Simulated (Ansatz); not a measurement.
Put LiPb₂ in P-3m1 (No. 164): Li on 1a; Pb on 2d. The guess for LiPb₂ was made by a generator: close-packed layers stacked ABC (elements of the layers in order: Pb Li Pb).

These are results of Ansatz 0.2.0, DFT PBE, scalar-relativistic, plane waves, PAW, not measurements. Cutoff 420 eV, Γ-centred mesh, Gaussian smearing, no spin polarisation.

Energies over the elements count from the elements' standard structures at the same level, with no fitted energy shifts.

Question: Which cell and coordinates does it relax to?

Answer:

Space group P-3m1 (No. 164). a = 3.556 Å, b = 3.556 Å, c = 7.483 Å, α = 90.00°, β = 90.00°, γ = 120.00°
```tsv
atom	site	symmetry	x	y	z
Li	1a	-3m.	0.0000	0.0000	0.0000
Pb	2d	3m.	0.6667	0.3333	0.6831
```

It has the cadmium iodide type. Li has 6 Pb at 3.14 Å and 6 Li at 3.56 Å; Pb has 3 Li at 3.14 Å and 9 Pb at 3.42–3.56 Å. Another local minimum with the same sites may exist.

Question: Where does its energy lie, and is it a metal?

Answer: The energy over the elements is −0.10 eV/atom and the gap on the 18×18×6 mesh of the 3-atom cell is 0 eV (a metal). It lies below the elements, which doesn't yet make it stable against other compounds or structures.

The last run used Gaussian smearing of 0.10 eV. Spin–orbit coupling, which can matter for Pb, is left out. Symmetry constrained the relaxation, so the result can be a saddle point.
